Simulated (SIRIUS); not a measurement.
Set-up for a self-consistent single point of MoS2 (P1, 3 atoms in the cell; from Materials Project mp-1434, changed as shown).

```xyz
3
Lattice="1.5921 0.9192 6.4821 -1.5921 0.9192 6.4821 0.0000 -1.8385 6.4821" Properties=species:S:1:pos:R:3 pbc="T T T"
Mo     0.0800     0.0000    19.4420
S      0.0000     0.0000     8.0301
S      0.0000     0.0000     4.9258
```

Computed with LDA (PW92), FP-LAPW (LAPW with two local orbitals a valence shell; core below -3 Ha), all-electron full potential with ZORA scalar-relativistic valence and Dirac core (SIRIUS).

SIRIUS settings:

parameters.ngridk: 10 10 10
basis: LAPW with two local orbitals a valence shell, core below -3 Ha
unit_cell.atom_type_rmt: {Mo: 2.36, S: 2.04} bohr
parameters.xc_functionals: [XC_LDA_X, XC_LDA_C_PW]
parameters.aw_cutoff: 7
parameters.pw_cutoff: 16 1/bohr
parameters.smearing: fermi_dirac
parameters.smearing_width: 0.00183747 Ha
parameters.electronic_structure_method: full_potential_lapwlo
parameters.lmax_apw: 8
parameters.lmax_rho: 8
parameters.lmax_pot: 8
parameters.auto_rmt: 0
parameters.num_fv_states: 17
parameters.num_mag_dims: 0
parameters.num_dft_iter: 100
parameters.energy_tol: 1e-07 Ha
parameters.density_tol: 1e-06
mixer.type: broyden2
mixer.beta: 0.4
mixer.use_hartree: false

Results:

| Quantity | Result |
|---|---|
| Number of valence electrons | 26 |
| Number of bands | 17 |
| Number of k-points after the program's reduction | 504 |
| Size of the basis | 307 |
| Number of SCF iterations | 17 |
| FFT grid | 72 × 72 × 72 |
| Free energy E − TS | -131745.0319 eV |
| Gap on the k-point mesh | 1.09 eV |
| Largest force (vector length) | 1.575 eV/Å |

Forces (eV/Å):
| atom | Fx | Fy | Fz |
|---|---|---|---|
| Mo1 | -1.575 | 0.029 | -0.001 |
| S2 | 0.789 | -0.014 | -0.196 |
| S3 | 0.788 | -0.015 | 0.196 |

The gap is read on the k-point mesh of the run and can differ from the gap over the whole zone at this level.

For comparison: a first run was changed to give this one (atom 1 moved by +0.08 angstrom along x), and from it to this one the free energy rises by 21.1 meV/atom, the largest force goes from 0.271 to 1.575 eV/Å and the gap on the mesh goes from 1.119 to 1.087 eV.

Forces above 1 eV/Å remain at this geometry. The structure comes from a collection of computed structures, made at another level of theory; the collection holds predicted forms beside known ones. Values depend on the basis (sphere radii, cutoffs, local orbitals), which need not be converged.

Cost on one core: about 5 core-minutes (a rough figure).
